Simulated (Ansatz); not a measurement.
MgHOF — 17O NMR of the central transition

Cell: a structure deposited in the COD, ions relaxed with PBE at fixed cell.

```cif
data_MgHOF
_symmetry_space_group_name_H-M 'Pnma'
_symmetry_Int_Tables_number 62
_cell_length_a 10.1299
_cell_length_b 3.0723
_cell_length_c 4.6760
_cell_angle_alpha 90.000
_cell_angle_beta 90.000
_cell_angle_gamma 90.000
loop_
_atom_site_label
_atom_site_type_symbol
_atom_site_symmetry_multiplicity
_atom_site_Wyckoff_symbol
_atom_site_fract_x
_atom_site_fract_y
_atom_site_fract_z
Mg Mg 4 c 0.1321 0.7500 0.5120
H H 4 c 0.9320 0.7500 0.9183
O O 4 c 0.4513 0.7500 0.7848
F F 4 c 0.2053 0.2500 0.7575
```

One atom of each set is listed.

All values are calculated (Ansatz; DFT, PBE, plane waves and PAW, scalar-relativistic, 420 eV cutoff, Γ-centred 3×7×5 k-points, Fermi–Dirac smearing 0.02 eV), not measured.

17O has I = 5/2 and Q = -25.58 mb (Pyykkö 2018); at 28.2 T its Larmor frequency is ν₀ = 162.8 MHz. Only the quadrupole interaction is simulated: positions count from each site's isotropic chemical shift, and J coupling is left out, as are shift anisotropy and dipolar coupling, which fast spinning averages.

(1) What does the 17O spectrum (fast magic-angle spinning) show for each site?

Answers

(1) 

```tsv
site	first shell	C_Q (MHz)	η	P_Q (MHz)	δ_QIS (ppm)	breadth (kHz)
O	1 H at 0.97 Å, 3 Mg at 2.05–2.06 Å	-7.53	0.07	7.54	-12.9	4.59
```

δ_QIS = −(ν_Q²/30ν₀²)[I(I+1) − 3/4](1 + η²/3) × 10⁶ ppm with ν_Q = 3|C_Q|/[2I(2I−1)]; it falls as 1/B₀² in ppm, and the breadth as 1/B₀ in kHz.

At O V_zz points along its shortest bond, to H (within 2°).
